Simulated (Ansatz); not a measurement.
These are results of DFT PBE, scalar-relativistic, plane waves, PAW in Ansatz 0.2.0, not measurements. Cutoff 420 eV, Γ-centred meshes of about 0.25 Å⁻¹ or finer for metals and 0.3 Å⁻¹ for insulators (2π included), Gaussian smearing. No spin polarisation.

Temperature and zero-point effects are left out.

Two forms of ScIn3N2 were relaxed alike.

A.

```xyz
6
Lattice="3.3830 0.0000 0.0000 -1.6915 2.9298 0.0000 0.0000 0.0000 11.5860" Properties=species:S:1:pos:R:3 pbc="T T T"
Sc    0.0000    1.9532    8.8943
In    1.6915    0.9766    6.0399
In    1.6915    0.9766    0.0599
In    0.0000    1.9532    2.8164
N     0.0000    0.0000    8.2060
N     0.0000    0.0000    1.3529
```

B.

```xyz
6
Lattice="3.3055 0.0000 0.0000 -1.6527 2.8626 0.0000 0.0000 0.0000 11.3168" Properties=species:S:1:pos:R:3 pbc="T T T"
Sc    0.0000    0.0000    0.0000
In    1.6527    0.9542    2.6533
In    0.0000    1.9084    8.6635
In    0.0000    0.0000    5.6584
N     1.6527    0.9542   10.0888
N     0.0000    1.9084    1.2280
```

Task: Which is lower in energy, and by how much?

Result: B is lower, by 210 meV/atom. A has space group P3m1 (No. 156), 19.1 Å³/atom and no gap on its mesh; B has space group P-3m1 (No. 164), 17.8 Å³/atom and no gap. Counting N atoms around In and Sc (those within 1.25 times the shortest such distance or 1.15 times the sum of covalent radii; a plus sign parts nearer from farther groups; the shortest distance is added where it is long for a bond; a slash parts the counts of unlike sites), A has Sc 3, In 3/3 from 2.9 Å and B has Sc 6, In 3/6+6 from 4.8 Å. In A, around Sc lie 3 N at 2.07 Å, 6 In at 3.37–3.46 Å and 6 Sc at 3.38 Å; around In on its first site lie 3 N at 2.92 Å, 6 In at 3.38 Å, 3 Sc at 3.46 Å and 3 In at 3.77 Å; N on its first site has 3 Sc at 2.07 Å and 3 In at 2.92 Å; 3 more sites not described. In B, Sc is surrounded by 6 N at 2.27 Å, 6 In at 3.27 Å and 6 Sc at 3.31 Å; around In on a site of symmetry 3m lie 3 N at 2.38 Å, 3 Sc at 3.27 Å, 6 In at 3.31 Å and 3 In at 3.56 Å; N is surrounded by 3 Sc at 2.27 Å and 3 In at 2.38 Å; 1 more site not described. Both come from trial cells of a structure search, whose lowest cell (R-3m, 17.7 Å³/atom) lies 45 meV/atom below the lower of the two.

Weakly bound directions are ill-defined at this level, which has no dispersion term (P3m1), and this can change margins and order among such cells. Trial moments fell under 0.15 μB along the way in P3m1 and P-3m1; another start might hold them. With atoms moved at random, B (by 45 meV/atom) fell into a lower structure. A had no clear such test and can be a saddle point. Some candidate types were left out of the draw beforehand, so a known form may be missing.
